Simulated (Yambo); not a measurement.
Cl (space group Cmce, No. 64): the exchange self-energy on LDA orbitals (Yambo, 4×4×2 mesh) holds the Coulomb divergence, which is integrated with random points (RandQpts).

| random points | exchange-only gap Γ → Γ (eV) | shift of the valence edge (eV) | gap against the reference (meV) |
|---|---|---|---|
| 1,000 | 11.29 | -4.38 | -119 |
| 10,000 | 11.34 | -4.46 | -67 |
| 100,000 | 11.43 | -4.58 | 22 |
| 1,000,000 | 11.41 | -4.56 | 1 |
| 5,000,000 | 11.40 | -4.55 | reference |

From 1,000,000 points on, the gap stays within 20 meV of the run with most points. The error is statistical; each row is a single draw, so the rows fix no rate of convergence.

Geometry of the Materials Project entry, not relaxed at this level; primitive cell a = b = 3.859 Å, c = 8.402 Å, α = β = 90.00°, γ = 64.45°.

A shift is the quasiparticle energy of the state minus its LDA energy.

The distance between layers or molecules is the database entry's, not relaxed here. Functionals without dispersion can leave it too large, which widens gaps and weakens the response across layers: the numbers belong to this cell.
